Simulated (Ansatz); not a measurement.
## MgVCrS4, one structure, two calculations

Cell: a Materials Project structure (computed, not necessarily an observed phase), taken as it stands.

```cif
data_MgVCrS4
_symmetry_space_group_name_H-M 'Imma'
_symmetry_Int_Tables_number 74
_cell_length_a 7.1149
_cell_length_b 7.2797
_cell_length_c 10.3203
_cell_angle_alpha 90.000
_cell_angle_beta 90.000
_cell_angle_gamma 90.000
loop_
_atom_site_label
_atom_site_type_symbol
_atom_site_symmetry_multiplicity
_atom_site_Wyckoff_symbol
_atom_site_fract_x
_atom_site_fract_y
_atom_site_fract_z
Mg Mg 4 e 0.0000 0.7500 0.6262
V V 4 d 0.2500 0.7500 0.2500
Cr Cr 4 a 0.0000 0.0000 0.0000
S7 S 8 i 0.2243 0.2500 0.9871
S8 S 8 h 0.0000 0.5216 0.2352
```

One atom of each set is listed; the run and its k-mesh use a cell of 14 atoms with edges of 7.25, 7.25, 7.25 Å.

First run. Level of theory: DFT, PBE, plane waves and PAW, scalar-relativistic, collinear spin, 420 eV cutoff, Γ-centred 6×6×6 k-points, Fermi–Dirac smearing 0.02 eV (Ansatz 0.2.0). Start moments as typed (μB): 2 on each V, 3 on each Cr, none on the rest.

```json
{"site": "Mg", "V_zz (10²¹ V/m²)": "0.19", "η": "0.52", "m (μB)": "0.02"}
{"site": "V", "V_zz (10²¹ V/m²)": "-4.54", "η": "0.26", "m (μB)": "1.69"}
{"site": "Cr", "V_zz (10²¹ V/m²)": "-1.05", "η": "0.81", "m (μB)": "2.75"}
{"site": "S7", "V_zz (10²¹ V/m²)": "-1.55", "η": "0.94", "m (μB)": "-0.05"}
{"site": "S8", "V_zz (10²¹ V/m²)": "1.66", "η": "0.21", "m (μB)": "-0.05"}
```

Second run. The same atoms and settings, except that the mesh is 7×7×7 and the Fermi–Dirac smearing is 0.05 eV.

(1) Given the first result, estimate the second.

Answers

(1) 

```json
{"site": "Mg", "V_zz": "0.19", "η": "0.53", "change of V_zz": "0.00", "m (μB)": "0.02"}
{"site": "V", "V_zz": "-4.19", "η": "0.23", "change of V_zz": "+0.35", "m (μB)": "1.70"}
{"site": "Cr", "V_zz": "-1.03", "η": "0.79", "change of V_zz": "+0.02", "m (μB)": "2.75"}
{"site": "S7", "V_zz": "-1.57", "η": "0.92", "change of V_zz": "-0.02", "m (μB)": "-0.05"}
{"site": "S8", "V_zz": "1.70", "η": "0.23", "change of V_zz": "+0.04", "m (μB)": "-0.05"}
```

The largest change of V_zz is on V, from -4.54 to -4.19. In per cent, |V_zz| changes by -8 on V (all sites that start above 2).

The program didn't check the stability of this electronic state in full, so a lower one may lie near. Semilocal functionals can leave a metal where correlation in the d or f shell opens a gap in the real compound, and that would change the values at and beside Cr and V. All moments are parallel here, as the start or the cell imposes; many such compounds order antiparallel, where fields and spin densities carried over to other atoms largely cancel. The magnetic order is the one that the run reached from its start moments, not necessarily the measured one.
